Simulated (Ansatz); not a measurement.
Structure: Si3N4 (P6_3/m) from a database of computed structures, at its r2SCAN minimum. Space group P6_3/m (No. 176), hexagonal; conventional cell a = 7.606 Å, c = 2.906 Å, 10.40 Å³ an atom. Si has 4 N at 1.73–1.74 Å; N has 3 Si at 1.73 Å; N has 3 Si at 1.73–1.74 Å.

```xyz
14
Lattice="7.6057 0.0000 0.0000 -3.8028 6.5867 0.0000 0.0000 0.0000 2.9056" Properties=species:S:1:pos:R:3 pbc="T T T"
Si   -1.3817    5.4312    2.1792
Si    2.2113    1.5190    0.7264
Si    4.0127    3.9122    0.7264
Si   -0.2098    2.6745    2.1792
Si    1.5916    5.0677    2.1792
Si    5.1846    1.1555    0.7264
N     0.0000    4.3911    2.1792
N     3.8028    2.1956    0.7264
N     4.8212    4.4110    2.1792
N    -1.4094    6.3808    0.7264
N     2.4278    4.6169    0.7264
N     1.3750    1.9698    2.1792
N    -1.0184    2.1757    0.7264
N     5.2123    0.2059    2.1792
```

3 runs of the plane-wave code Ansatz on this cell differ in the functional (and in the settings that go with it). Levels are in eV from each run's valence top; v1 is the last filled band, c1 the first empty one.

Run A, mean stress -0.7 GPa (compression positive):
```
point     v5     v3     v1    c1    c2    c3
    Γ  -1.35  -0.50  -0.23  5.77  6.17  6.39
    M  -1.78  -0.84  -0.29  6.08  6.19  6.36
    K  -1.68  -1.22  -0.32  6.16  6.33  6.33
    A  -1.76  -1.76  -1.43  6.12  6.12  6.12
```

Run B, mean stress -0.8 GPa (compression positive):
```
point     v5     v3     v1    c1    c2    c3
    Γ  -1.35  -0.51  -0.24  6.54  6.91  7.15
    M  -1.79  -0.84  -0.29  6.84  6.96  7.13
    K  -1.69  -1.23  -0.33  6.93  7.10  7.10
    A  -1.77  -1.77  -1.43  6.88  6.88  6.88
```

Run C, mean stress 0.0 GPa (compression positive):
```
point     v5     v3     v1    c1    c2    c3
    Γ  -1.31  -0.48  -0.21  4.99  5.24  5.56
    M  -1.75  -0.82  -0.27  5.26  5.37  5.56
    K  -1.60  -1.19  -0.30  5.34  5.52  5.52
    A  -1.69  -1.69  -1.37  5.33  5.33  5.33
```

**Question.** Match the runs to r2SCAN, HSE06, PBE0.

**Answer.** A is HSE06, B is PBE0, C is r2SCAN. In order of the gap: r2SCAN 4.99, HSE06 5.77, PBE0 6.54 eV. The stress vanishes for r2SCAN, which relaxed the cell.

No spin polarisation and no zero-point or thermal motion.

The program warns that its thresholds are loose for a hybrid's stress.

The meshes of the hybrids are coarse, so their gaps aren't converged to the digits shown.
